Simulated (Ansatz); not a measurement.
A plane-wave DFT run in Ansatz 0.2.0 (scalar-relativistic PAW potentials unless the input names others): input and command.

```yaml
crystal:
  lattice:
    - [3.183096903, 0.0, 0.0]
    - [-1.5915484515, 2.7566427807, 0.0]
    - [0.0, 0.0, 4.906637709]
  atoms:
    - { symbol: Al, position: [0.3333333333, 0.6666666667, 0.4958239769] }
    - { symbol: Al, position: [0.6666666667, 0.3333333333, 0.9958239769] }
    - { symbol: "N", position: [0.3333333333, 0.6666666667, 0.8841760231] }
    - { symbol: "N", position: [0.6666666667, 0.3333333333, 0.3841760231] }
basis:
  ecutwfc: 500
kpoints:
  mp_grid: { grid: [9, 9, 6], shift: [0.5, 0.5, 0.5] }
hamiltonian:
  xc: r2scan
scf:
  occupations: { method: gaussian, width: 0.02 }
output:
  forces: true
  eigenvalues: true
  stress: true
```

```bash
ansatz run input.yaml --threads 8 --pin off --max-ram 20480MiB --backend cpu --events-out ev --progress --plain --runs-dir out
```

Abridged log:
```
Warning: crystal.symmetry: narrowed to the stabiliser of the k-point mesh — unitary ops 12 → 4; excluded 8 operations that carry a point of the 9×9×6 mesh (shift [0.5, 0.5, 0.5]) off the mesh (the run samples exactly the mesh kpoints.mp_grid names, as under crystal.symmetry.detect: false, and its converged state has the mesh's symmetry, not the crystal's; ε∞, the Born charges and the force constants of a linear response (`dielectric:` by the response, `phonons.method: dfpt`) are averaged over those of the crystal's operations that the state keeps within a tolerance, where `mesh_tensors`, `unav ...
Basis set: ecut = 500 eV, 1091 PW (Γ), exchange–correlation on 96×96×144 points (64 copies of the dense FFT grid, shifted against one another)
Bands: 12, of which v1, the nominal top of the filled ones, is band 8 counted from 1 (7 counted from 0)
Symmetry: 4 space group operations
k-points: 75 of 486 (time reversal used)
SCF iter   1: F=—  HF=-1856.763017 eV  |F-HF|=—  |Δ(HF+E_count)|=         —  Δρ=6.61e-3  dr2=1.88e-2  dr2_τ=2.86e-1  ethr=1.77e-3  ⟨swp⟩=6.3  Hψ=6245  notcnv=0
SCF iter   2: F=—  HF=-1856.898514 eV  |F-HF|=—  |Δ(HF+E_count)|=   1.35e-1  Δρ=4.51e-3  dr2=3.92e-3  dr2_τ=3.28e-4  ethr=1.18e-4  ⟨swp⟩=3.0  Hψ=2683  notcnv=0
SCF iter   3: F=—  HF=-1856.898206 eV  |F-HF|=—  |Δ(HF+E_count)|=   3.08e-4  Δρ=8.00e-4  dr2=2.11e-4  dr2_τ=6.94e-5  ethr=2.45e-5  ⟨swp⟩=2.0  Hψ=1200  notcnv=0
SCF iter   4: F=—  HF=-1856.898180 eV  |F-HF|=—  |Δ(HF+E_count)|=   2.58e-5  Δρ=2.21e-4  dr2=2.29e-5  dr2_τ=1.30e-6  ethr=1.32e-6  ⟨swp⟩=2.0  Hψ=1407  notcnv=0
SCF iter   5: F=—  HF=-1856.898177 eV  |F-HF|=—  |Δ(HF+E_count)|=   3.49e-6  Δρ=3.22e-5  dr2=4.63e-7  dr2_τ=7.18e-8  ethr=1.43e-7  ⟨swp⟩=2.0  Hψ=1397  notcnv=0
SCF iter   6: F=—  HF=-1856.898177 eV  |F-HF|=—  |Δ(HF+E_count)|=   1.23e-7  Δρ=1.42e-5  dr2=1.02e-7  dr2_τ=2.34e-9  ethr=6.25e-10  ⟨swp⟩=5.1  Hψ=4550  notcnv=0
SCF iter   7: F=-1856.898177 eV  HF=-1856.898177 eV  |F-HF|=4.26e-9  |Δ(HF+E_count)|=  4.47e-10  Δρ=4.11e-6  dr2=8.70e-9  dr2_τ=2.29e-10  ethr=6.25e-10  ⟨swp⟩=4.0  Hψ=2754  notcnv=0
SCF 1 converged in 7 iterations: F = -1856.898177 eV  dr2 = 8.70e-9
SCF converged after 7 iterations
Free energy (F): -1856.898177 eV
Harris-Foulkes:  -1856.898177 eV  (|F-HF|=4.26e-9)
Internal energy: -1856.898177 eV  (E = F + TS)
E sigma→0 (E₀):  -1856.898177 eV
Fermi energy:    9.070641 eV
--- Forces (eV/Å), atoms counted from 1 ---
  atom   1  Al    -0.00000731     0.00000422     0.00013897
  atom   2  Al     0.00000731    -0.00000422     0.00013897
  atom   3  N     -0.00000705     0.00000407    -0.00022216
  atom   4  N      0.00000705    -0.00000407    -0.00022216
--- Stress (GPa, compression-positive) ---
      -10.841348       0.000265       0.000000
        0.000265     -10.841042       0.000000
        0.000000       0.000000       0.011479
  P = ⅓ Tr σ = -7.2236 GPa (-72.236 kbar)
```

Apart from outputs, empty bands and the relaxation, which only the reference makes, the input differs from a reference run on usual settings in kpoints.mp_grid.shift: not typed → [0.5, 0.5, 0.5]. The reference, at the same geometry, ended its own course with pressure -7.22 GPa, largest force 0.000 eV/Å, gap on the mesh 4.36 eV. This run converged in 7 SCF iterations with an energy at zero smearing within 0.01 meV/atom of the reference's, pressure -7.22 GPa, largest force 0.000 eV/Å, gap on the mesh 4.83 eV.

Time: 0.57 s on 8 threads of AMD EPYC 9R45 96-Core Processor (Zen 5) (shared host), peak memory 0.54 GiB.